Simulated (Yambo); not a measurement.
Yambo run on HgAl2S4 (space group I-4, No. 82). The wavefunctions come from this Quantum ESPRESSO step (PBEsol, PseudoDojo standard norm-conserving files, scalar-relativistic):

```
&CONTROL
  calculation = 'nscf'
  pseudo_dir = './pseudo'
  outdir = './out'
/
&SYSTEM
  ibrav = 0
  nat = 7
  ntyp = 3
  ecutwfc = 66.0
  ecutrho = 264.0
  occupations = 'fixed'
  force_symmorphic = .true.
  nbnd = 170
/
&ELECTRONS
  conv_thr = 7.000000000000001e-09
  diago_full_acc = .true.
  diago_thr_init = 1e-08
/
ATOMIC_SPECIES
Al 26.9815 Al.upf
S 32.0600 S.upf
Hg 200.5920 Hg.upf
CELL_PARAMETERS angstrom
 -2.787915000000   2.787915000000   5.122990000000
  2.787915000000  -2.787915000000   5.122990000000
  2.787915000000   2.787915000000  -5.122990000000
ATOMIC_POSITIONS crystal
Al   0.250000000000   0.750000000000   0.500000000000
Al   0.500000000000   0.500000000000   0.000000000000
S   0.145360000000   0.597460000000   0.013540000000
S   0.402540000000   0.416080000000   0.547900000000
S   0.583920000000   0.131820000000   0.986460000000
S   0.868180000000   0.854640000000   0.452100000000
Hg   0.000000000000   0.000000000000   0.000000000000
K_POINTS automatic
4 4 4 0 0 0
```

Yambo input:

```
rim_cut
gw0
dyson
el_el_corr
HF_and_locXC
ppa
em1d
RandQpts= 1000000
RandGvec= 1 Ry
EXXRLvcs= 66 Ry
VXCRLvcs= 264 Ry
Chimod= "HARTREE"
% BndsRnXp
 5 | 169 |
%
NGsBlkXp= 6 Ry
% LongDrXp
 1.0 | 1.0 | 1.0 |
%
PPAPntXp= 27.2114 eV
% GbndRnge
 1 | 169 |
%
GTermKind= "BG"
DysSolver= "n"
ExtendOut
% QPkrange
 1 | 1 | 25 | 26 |
 3 | 3 | 25 | 26 |
 6 | 6 | 25 | 26 |
 8 | 8 | 25 | 26 |
%
```

k points by index: 1 = Γ, 3 = X, 6 = N, 8 = P.

Table of the .qp output:

```
#    K-point    Band    Eo [eV]    E [eV]    E-Eo [eV]    Vxc [eV]    Vnlxc [eV]    Sc|Eo [eV]    Sc|E [eV]    dSc/dw|Eo [eV]    Re(Z)    Im(Z)
#
    1    25    -0.056647    -0.868867    -0.812219    -13.61618    -16.68875    2.038808    2.260356    -7.421391    0.785709    -0.001483
    1    26    2.023022    2.532832    0.509810    -11.82498    -8.132848    -3.061581    -3.182322    -6.443432    0.808541    -0.001328
    3    25    0.000000    -0.846771    -0.846771    -13.26544    -16.50187    2.154041    2.389666    -7.570830    0.782333    -0.001530
    3    26    2.514315    3.115724    0.601409    -12.24922    -8.326228    -3.179202    -3.321580    -6.440992    0.808600    -0.001327
    6    25    -0.114171    -0.961730    -0.847558    -12.99299    -16.20371    2.127960    2.363164    -7.550270    0.782796    -0.001537
    6    26    3.717587    4.369296    0.651709    -12.86027    -8.562086    -3.481477    -3.646470    -6.887900    0.798002    -0.001417
    8    25    -0.127205    -1.002771    -0.875566    -13.09089    -16.43299    2.221819    2.466534    -7.604331    0.781580    -0.001545
    8    26    2.706872    3.309558    0.602685    -12.53458    -8.610370    -3.176535    -3.321525    -6.545272    0.806102    -0.001345
```
(The two width columns are left out.) Convergence of these settings isn't established.

Spin-orbit coupling is not included.

Geometry of the Materials Project entry, not relaxed at this level.
